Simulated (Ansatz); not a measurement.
PbSe (rock salt, space group No. 225), r²SCAN in the plane-wave PAW code Ansatz. The conduction-band minimum lies at L, with 4 equivalent valleys. Second derivatives d²E/dk² of the lowest band at one valley (eV·Å²), along Cartesian directions:

| direction | d²E/dk² |
|---|---|
| [100] | 50.67 |
| [010] | 50.67 |
| [001] | 50.67 |
| [110] | 45.38 |
| [101] | 56.25 |
| [011] | 56.25 |

Problem. Find the principal effective masses, the density-of-states mass and the conductivity mass.

Solution. Off-diagonal terms follow from H_xy = H[110] − (H_xx + H_yy)/2, and m*/mₑ = 7.620 eV·Å² over each eigenvalue: 0.14, 0.14, 0.19. One valley's DOS mass (m₁m₂m₃)^(1/3) = 0.15, conductivity mass 3/(Σ 1/mᵢ) = 0.15 mₑ.

Problem. What effective density of states Nc follows at 300 K for parabolic valleys?

Solution. Nc = 2.509e19 × 4 × (0.15)^(3/2) ≈ 5.8e18 cm⁻³.

Space group Fm-3m (rock salt). The r²SCAN relaxation kept the symmetry of its start. The volume moved by -16 % from the start of the relaxation. Spin–orbit coupling is left out wherever it is not named.

Potentials: the later of the program's two PAW sets.

Edges and masses are those of Kohn–Sham bands, whose gap is no quasiparticle gap.
